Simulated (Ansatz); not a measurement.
Here is an unrelaxed guess for Ga3Sb2As.

```cif
data_structure
_symmetry_space_group_name_H-M 'P6_3mc'
_symmetry_Int_Tables_number 186
_cell_length_a 4.0251
_cell_length_b 4.0251
_cell_length_c 19.9143
_cell_angle_alpha 90.000
_cell_angle_beta 90.000
_cell_angle_gamma 120.000
_cell_volume 279.42
loop_
_atom_site_label
_atom_site_type_symbol
_atom_site_symmetry_multiplicity
_atom_site_Wyckoff_symbol
_atom_site_fract_x
_atom_site_fract_y
_atom_site_fract_z
_atom_site_occupancy
Ga1 Ga 2 b 0.33333 0.66667 0.33333 1
Ga2 Ga 2 b 0.33333 0.66667 0.66666 1
Ga3 Ga 2 b 0.33333 0.66667 0.99999 1
Sb1 Sb 2 b 0.33333 0.66667 0.12467 1
Sb2 Sb 2 b 0.33333 0.66667 0.79134 1
As1 As 2 b 0.33333 0.66667 0.45801 1
```

All numbers below come from DFT PBE, scalar-relativistic, plane waves, PAW in Ansatz. Settings: cutoff 420 eV, Γ-centred mesh 6×6×1 on the computed 12-atom cell, Gaussian smearing of 0.10 eV; no spin polarisation.

Energies over the elements count from the elements' standard structures at the same level, with no fitted energy shifts.

Problem. Estimate its pressure, forces and energy as it stands.

Solution. The pressure is 14.0 GPa (the mean over three directions, positive in compression), the largest force is 1.46 eV/Å, and the energy is +0.02 eV/atom against the elements. The shortest distance is 2.47 Å.

Problem. How much does it gain on relaxing, and where does it end?

Solution. Relaxing gains about 0.21 eV/atom (the start's value is from the coarse mesh, so the gain is rough) in 11 ionic steps and ends at −0.19 eV/atom on the finer mesh. The symmetry stays P6_3mc (No. 186). The volume per atom grows by 19.7 %, from 23.3 to 27.9 Å³. The shortest distance goes from 2.47 Å (Ga–As and Ga–Sb) to 2.50 Å (Ga–As). Conventional cell: a = 4.275 Å, c = 21.135 Å. Ga on its first site has 1 As at 2.50 Å and 3 Sb at 2.65 Å; Sb on its first site has 4 Ga at 2.65–2.70 Å; As is surrounded by 4 Ga at 2.50–2.58 Å; 3 more sites not described.

The last run used a 12×12×2 mesh (in the run's order of axes) for its 12-atom cell and Gaussian smearing of 0.10 eV. Spin–orbit coupling, which can matter for Sb, is left out. The reference form of As is held partly by dispersion forces, which this level lacks. The relaxation can't lower the symmetry of the start. Symmetry constrained the relaxation, so the result can be a saddle point. Another cell of Ga3Sb2As relaxed alike, in P3m1, lies 13 meV/atom lower, so this cell isn't the stable form at this level.
